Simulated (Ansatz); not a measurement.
KBr (rock salt)

```cif
data_Br4K4
_chemical_formula_sum 'Br4 K4'
_space_group_name_H-M_alt 'Fm-3m'
_space_group_IT_number 225
_space_group_name_Hall '-F 4 2 3'
_cell_length_a 6.60822
_cell_length_b 6.60822
_cell_length_c 6.60822
_cell_angle_alpha 90.000
_cell_angle_beta 90.000
_cell_angle_gamma 90.000
loop_
_atom_site_label
_atom_site_type_symbol
_atom_site_symmetry_multiplicity
_atom_site_Wyckoff_symbol
_atom_site_fract_x
_atom_site_fract_y
_atom_site_fract_z
_atom_site_occupancy
Br1 Br 4 a 0.00000 0.00000 0.00000 1
K1 K 4 b 0.50000 0.50000 0.50000 1
```
(The calculation used a cell of 2 atoms; values per cell refer to that cell.)

E(V) scan at fixed shape, V₀ the volume above. Symmetry pins the atoms to their sites.

Level of theory: r2SCAN (plane waves to 500 eV, PAW, scalar-relativistic; Ansatz, a first-principles code). k mesh 9×9×9 (Γ-centred), Fermi-Dirac smearing 0.05 eV. E stands for the smeared free energy. KBr was relaxed with its symmetry unable to fall. The zero of ΔE is the relaxed starting cell.

```json
[
 {"V (Å³/atom)": "32.464", "ΔE (meV/atom)": "22.2"},
 {"V (Å³/atom)": "33.186", "ΔE (meV/atom)": "13.7"},
 {"V (Å³/atom)": "33.907", "ΔE (meV/atom)": "7.4"},
 {"V (Å³/atom)": "34.629", "ΔE (meV/atom)": "3.2"},
 {"V (Å³/atom)": "35.350", "ΔE (meV/atom)": "0.8"},
 {"V (Å³/atom)": "36.071", "ΔE (meV/atom)": "0.0"},
 {"V (Å³/atom)": "36.793", "ΔE (meV/atom)": "0.7"},
 {"V (Å³/atom)": "37.514", "ΔE (meV/atom)": "2.6"},
 {"V (Å³/atom)": "38.236", "ΔE (meV/atom)": "5.7"},
 {"V (Å³/atom)": "38.957", "ΔE (meV/atom)": "9.7"},
 {"V (Å³/atom)": "39.679", "ΔE (meV/atom)": "14.7"}
]
```

What is the fitted pressure derivative B₀′?

4.9.

What bulk modulus B₀ follows from a third-order Birch-Murnaghan fit?

15.9 GPa.

(A scan under strain: stresses follow from slopes of the energy per volume, elastic moduli from its curvatures.)
